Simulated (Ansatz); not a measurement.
ZrS2:
```cif
data_S2Zr
_chemical_formula_sum 'Zr1 S2'
_space_group_name_H-M_alt 'P-3m1'
_space_group_IT_number 164
_space_group_name_Hall '-P 3 2"'
_cell_length_a 3.63504
_cell_length_b 3.63504
_cell_length_c 5.71961
_cell_angle_alpha 90.000
_cell_angle_beta 90.000
_cell_angle_gamma 120.000
loop_
_atom_site_label
_atom_site_type_symbol
_atom_site_symmetry_multiplicity
_atom_site_Wyckoff_symbol
_atom_site_fract_x
_atom_site_fract_y
_atom_site_fract_z
_atom_site_occupancy
Zr1 Zr 1 a 0.00000 0.00000 0.00000 1
S1 S 2 d 0.33333 0.66667 0.25530 1
```

Relaxed with PBE+D3(BJ).

Tabulate the valence density and the electron localisation function along the shortest Zr–S contact (2.56 Å), DFT-PBE+D3(BJ) in the program Ansatz with PAW potentials.



```tsv
distance from Zr (Å)	density (e/Å³)	ELF
0.26	3.79	0.32
0.38	4.17	0.64
0.51	3.77	0.79
0.64	2.83	0.82
0.77	1.80	0.77
0.89	1.04	0.56
1.02	0.62	0.32
1.15	0.46	0.25
1.28	0.44	0.38
1.41	0.51	0.62
1.53	0.64	0.79
1.66	0.82	0.85
1.79	1.03	0.85
1.92	1.18	0.80
2.05	1.16	0.64
2.17	0.91	0.34
2.30	0.50	0.07
```

The density is the valence pseudo-density with augmentation charge, so density and ELF within about 1 Å of a nucleus are not all-electron values.

The cell was relaxed with PBE+D3(BJ) under the symmetry of its start. No spin polarisation was allowed.

Potentials: the later of the program's two PAW sets.
